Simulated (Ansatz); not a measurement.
YNi$_{2}$Ge$_{2}$ in space group I4/mmm (No. 139; Y on 2a, Ni on 4d, Ge on 4e), PBE (plane waves, PAW; program Ansatz), all energies at zero smearing, with the estimated change up to a 700 eV cutoff added, with one set of potentials and settings (totals compare only within such a set). Cell of 5 atoms (1 Y, 2 Ni, 2 Ge): -24121.619 eV.

```tsv
element	reference phase	E (eV/atom)
Y	P6_3/mmc, 2 atoms in the cell	-3848.6897
Ni	Fm-3m, 1 atoms in the cell, spin-polarised	-5839.7295
Ge	Fd-3m, 2 atoms in the cell	-4294.9907
```

Formation energy per atom, worked out: (-24121.619 − 1×(-3848.6897) − 2×(-5839.7295) − 2×(-4294.9907))/5 = -0.698 eV/atom (-67 kJ per mol of atoms), at 0 K, without zero-point energy or fitted corrections.

The first step of the workflow began from a Materials Project structure, measured or hypothetical; the Crystallography Open Database copy checked does not list it. Whether it is the stable phase at ambient conditions was not checked. The cell was relaxed with PBE under the symmetry of its start; its stability against distortions is not shown here. No spin polarisation was allowed. The references are the lowest solids computed at this level, not always the standard phases.

Potentials: the earlier of the program's two PAW sets.
